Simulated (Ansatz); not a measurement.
An element in the sc structure gives these cold pressures by all-electron LAPW under LDA (Ansatz 0.2.0, scalar-relativistic, no spin polarisation).

| V (Å³/atom) | P (GPa) |
| --- | --- |
| 16.98 | 0.02 |
| 16.13 | 13.73 |
| 14.43 | 58.0 |
| 12.73 | 140.7 |
| 11.04 | 299.7 |
| 9.34 | 621.2 |
| 7.64 | 1326 |
| 6.79 | 1989 |

Problem. Which element is it?

Solution. Pt. Its zero-pressure volume in this structure is near 17.0 Å³/atom; the volume and the steepness of P(V) together point to it, though neighbours can come close. Other candidates weren't computed, and some may come near.
